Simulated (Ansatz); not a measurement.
One crystal and one scan (frozen-phonon scan) at two levels, PBE (plane waves to 420 eV, PAW, scalar-relativistic; Ansatz, a program for electronic structure) and r2SCAN (plane waves to 500 eV, PAW, scalar-relativistic; Ansatz), each from its own relaxed cell and on its own mesh. The cell shown is that of PBE.

Cd (hcp, Mg type)

```
Cd
1.0
    6.03185     0.00000     0.00000
   -1.50796     2.61187     0.00000
    0.00000     0.00000     5.82164
Cd
4
Direct
  0.16667   0.66667   0.75000
  0.66667   0.66667   0.75000
  0.33333   0.33333   0.25000
  0.83333   0.33333   0.25000
```

The atoms are displaced by Q × the pattern below (from a DFPT mode at M = (0.5, 0.0, 0.0), largest move 1; Q in Å), at fixed cell. (q is in reciprocal vectors of the primitive cell; the cell shown is doubled to hold the pattern.)

```csv
atom,x,y,z
Cd1,0.500,-0.866,0.000
Cd2,-0.500,0.866,0.000
Cd3,-0.500,0.866,0.000
Cd4,0.500,-0.866,0.000
```

Cd was relaxed with its symmetry unable to fall. The PAW data are Ansatz's earlier set. With partly filled bands, energies and forces of such displacements shift with the k mesh and the smearing. Both scans cover Q from -0.180 to 0.180 Å.

ΔE (meV/cell), each from the undisplaced structure of its own level:

```
Q (Å)   PBE    r2SCAN
------  ---  --------
-0.180  123       154
-0.150   87  withheld
-0.120   56        70
-0.090   32        40
-0.060   14        18
-0.030    4         4
0.000     0         0
0.030     4         4
0.060    14        18
0.090    32        40
0.120    56        70
0.150    87  withheld
0.180   123       154
```

Problem. Estimate the r2SCAN value at 0.150 from the PBE value there and the ratio of the two levels in the two nearest given rows on that side of the minimum.

Solution. At 0.120 and 0.180 the ratio r2SCAN/PBE averages 1.251, which gives 1.251 × 87 = 109 meV/cell. The calculation gives 109 meV/cell, +25.3 % against PBE.

(A displaced cell: forces are minus the slopes of the energy, force constants its curvatures, and phonons follow from these.)
